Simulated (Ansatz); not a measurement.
All numbers below come from Ansatz 0.2.0, DFT PBE, scalar-relativistic, plane waves, PAW. Plane waves to 420 eV, a 6×6×6 mesh through Γ for the 9-atom cell and 0.02 eV Gaussian smearing; no spin polarisation.

Energies over the elements count from the elements' standard structures at the same level, with no fitted energy shifts.

**Question.** Suggest a trial structure for a trigonal semiconductor with formula Pd2PtS6, with a gap near 1.0 eV, a formation energy near −0.25 eV/atom and a density near 4.8 g/cm³, in a cell of 9 atoms. Its symmetry should be R-3 (No. 148).

**Answer.** Pd2PtS6, space group R-3 (No. 148). Pd is surrounded by 6 S at 2.40 Å; Pt is surrounded by 6 S at 2.40 Å; S is surrounded by 1 Pt at 2.40 Å and 2 Pd at 2.40 Å.

```cif
data_structure
_symmetry_space_group_name_H-M 'R-3:H'
_symmetry_Int_Tables_number 148
_cell_length_a 6.1713
_cell_length_b 6.1713
_cell_length_c 18.8540
_cell_angle_alpha 90.000
_cell_angle_beta 90.000
_cell_angle_gamma 120.000
_cell_volume 621.86
loop_
_atom_site_label
_atom_site_type_symbol
_atom_site_symmetry_multiplicity
_atom_site_Wyckoff_symbol
_atom_site_fract_x
_atom_site_fract_y
_atom_site_fract_z
_atom_site_occupancy
Pd1 Pd 6 c 0.33333 0.66667 0.33331 1
Pt1 Pt 3 a 0.00000 0.00000 0.00000 1
S1 S 18 f 0.99969 0.66641 0.26780 1
```

The volume per atom is 23.0 Å³. The density is 4.8 g/cm³ and the formation energy is −0.247 eV/atom. The gap on the 6×6×6 mesh of the 9-atom cell is 1.03 eV.

The cell was found from a structure generator's guess, not taken from experiment. Other answers may fit too; this one was computed.

Weakly bound directions are ill-defined at this level, which has no dispersion term. These runs have no spin–orbit coupling, which can matter for Pt. Kohn–Sham gaps at this level usually fall short of measured ones. The reference form of S is held partly by dispersion forces, which this level lacks. Symmetry constrained the relaxation, so the result can be a saddle point.
